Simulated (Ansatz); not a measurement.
HfO$_{2}$:
```
HfO2
1.0
    0.00000     2.54881     2.54881
    2.54881     0.00000     2.54881
    2.54881     2.54881     0.00000
Hf O
1 2
Direct
  0.00000   0.00000   0.00000
  0.25000   0.25000   0.25000
  0.75000   0.75000   0.75000
```

Plane-wave PAW PBE (Ansatz code) gives a gap of 3.75 eV without spin–orbit coupling, maximum at X, minimum at X.

Problem. What happens when spin–orbit coupling is switched on?

Solution. The gap is nearly the same, to 3.75 eV; maximum at X, minimum at X.

Problem. Give the electron effective mass with spin–orbit coupling.

Solution. 0.75, 0.75, 1.2 mₑ (principal values).

Problem. Give the hole effective mass with spin–orbit coupling.

Solution. 0.29, 3.1, 3.1 mₑ (principal values).

Space group Fm-3m (fluorite). This is a known high-temperature phase of the composition, computed here at zero pressure and temperature. The PBE relaxation kept the symmetry of its start. At this level the phase is dynamically unstable (imaginary phonons). The run is not spin-polarised.

Potentials: the later of the program's two PAW sets.
